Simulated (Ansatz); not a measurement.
# Ansatz run, Zr2Ti

The input, for Ansatz 0.2.0 (plane waves, PAW):

```yaml
crystal:
  lattice:
    - [-3.22598213, 3.22598213, 2.82734443]
    - [3.22598213, -3.22598213, 2.82734443]
    - [3.22598213, 3.22598213, -2.82734443]
  atoms:
    - { symbol: Ti, position: [0.25, 0.25, 0.0] }
    - { symbol: Ti, position: [0.75, 0.75, 0.0] }
    - { symbol: Zr, position: [0.6728, 0.1728, 0.8456] }
    - { symbol: Zr, position: [0.1728, 0.3272, 0.5] }
    - { symbol: Zr, position: [0.3272, 0.8272, 0.1544] }
    - { symbol: Zr, position: [0.8272, 0.6728, 0.5] }
  symmetry: { tolerance: 0.0003 }
kpoints:
  mp_grid: { grid: [8, 8, 8], shift: [0, 0, 0] }
  band_path:
    path:
      - [0.0, 0.0, 0.0]
      - [0.0, 0.0, 0.5]
      - [-0.5, 0.5, 0.5]
      - [0.0, 0.0, 0.0]
      - [0.44203197, 0.44203197, -0.44203197]
      - [-0.44203197, 0.55796803, 0.44203197]
      - [-0.5, 0.5, 0.5]
      - [0.0, 0.0, 0.5]
      - [0.25, 0.25, 0.25]
      - [0.0, 0.5, 0.0]
      - [0.0, 0.0, 0.0]
    npoints: 6
magnetization:
  spin_polarized: false
scf:
  occupations: { method: cold, width: 0.0978 }
  lower_state_search: "off"
  max_iter: 200
hamiltonian:
  pseudopotentials: { kind: paw }
  xc: lda
basis:
  ecutwfc: 420
  fft_grid_basis: typed
output:
  forces: true
  stress: true
  eigenvalues: true
  bader: true
  populations: true
  elf: true
  write_potential: true
  volumetric_format: npy
  dos:
    e_range: [-12, 8]
    de: 0.05
    projected: { site_lists: { Ti: [Ti], Zr: [Zr] } }
checkpoint:
  read: saved_state
```

The run starts from an earlier solution of this cell. 

Excerpt of what it printed:

```
Pseudopotentials: kind: paw
Pseudopotential: Ti, paw, valence charge 12, recommended cutoff 420 eV (normal), Ti.paw.azcp
Pseudopotential: Zr, paw, valence charge 12, recommended cutoff 420 eV (normal), Zr.paw.azcp
Functional definition: SPW92
  exchange = slater_x
  correlation = pw_c
Crystal: 6 atoms, lattice volume = 117.696 Å³
Basis set: ecut = 420 eV, 2273 PW (Γ)
Bands: 44, of which v1, the nominal top of the filled ones, is band 36 counted from 1 (35 counted from 0)
Symmetry: 16 space group operations
Space group: I4/mcm (ITA 140), of the structure as read, at distance tolerance 1.5e-3 Å
k-points: 59 of 512
Initial density: read from a saved state, or passed on in memory by an earlier SCF of this step, an earlier step, the calling program or the single point that the run made first
Functional: x = slater, c = lda
SCF iter   1: F=—  Δρ=2.04e-2  dr2=9.55e-1
SCF iter   2: F=—  S|Δr|=    0.00e0  Δρ=6.74e-3  dr2=1.10e-1
SCF iter   3: F=—  S|Δr|=    0.00e0  Δρ=1.09e-3  dr2=2.70e-3
SCF iter   4: F=—  S|Δr|=    0.00e0  Δρ=3.96e-4  dr2=2.63e-4
SCF iter   5: F=—  S|Δr|=    0.00e0  Δρ=4.34e-5  dr2=3.35e-6
SCF iter   6: F=—  S|Δr|=    0.00e0  Δρ=1.22e-5  dr2=3.13e-7
SCF iter   7: F=-21209.2359 eV  S|Δr|=    0.00e0  Δρ=1.80e-6  dr2=3.30e-9
Free energy (F): -21209.2359 eV
Harris-Foulkes:  -21209.2359 eV  (|F-HF|=9.82e-10)
Internal energy: -21209.2338 eV  (E = F + TS)
E sigma→0 (E₀):  -21209.2352 eV
Entropy (-TS):   -0.0021 eV (-0.358 meV/atom)
Fermi energy:    14.6165 eV
--- Per-component energies (eV) ---
  E_band       = -605.1114
  E_kinetic    = 1897.4633
  E_local      = -4248.3089  (includes V_loc(G=0)·N_el)
  E_nonlocal   = 368.8434
  E_hartree    = 1536.7524
  E_xc         = -839.6605
  E_vxc        = -1011.6013  (∫ρ·V_xc dr)
  E_paw        = -13399.4131  (= ΣΔE_a)
  E_vpaw       = -685.0121  (= ΣTr[D̂ρ^β])
  E_aug_tail   = 0.0003  (compensation charges beyond the density's cutoff)
  E_ewald      = -6527.0443
  E_core_change = 2.1335  (= ΣΔE_core)
  E_smearing   = -0.0021  (= −TS)
--- Forces (eV/Å), atoms counted from 1 ---
  atom   1  Ti     0.0000     0.0000     0.0000
  atom   2  Ti     0.0000     0.0000     0.0000
  atom   3  Zr    -0.4020    -0.4020     0.0000
  atom   4  Zr     0.4020    -0.4020     0.0000
  atom   5  Zr     0.4020     0.4020     0.0000
  atom   6  Zr    -0.4020     0.4020     0.0000
--- Stress (GPa, compression-positive) ---
        3.6557       0.0000       0.0000
        0.0000       3.6557       0.0000
        0.0000       0.0000       2.3524
  P = ⅓ Tr σ = 3.2213 GPa (32.213 kbar)
--- Löwdin populations: 6 sites ---
  site symbol       q [e]
     0     Ti     11.8548
     1     Ti     11.8548
     2     Zr     11.9883
     3     Zr     11.9883
     4     Zr     11.9883
     5     Zr     11.9883
  spilling = 0.0047 (of n_electrons = 72.0000)
--- Bader charges: 6 sites ---
  site symbol  charge [e]  shift [e]
     0     Ti     -0.3809     0.0015
     1     Ti     -0.3804     0.0015
     2     Zr      0.1903     0.0007
     3     Zr      0.1903     0.0007
     4     Zr      0.1903     0.0007
     5     Zr      0.1903     0.0007
```

Origin: a known structure type with other elements, at an estimated volume, so it need not be a known compound. Caveats: many states at the Fermi level without spin polarisation, so a magnetic state may lie lower.
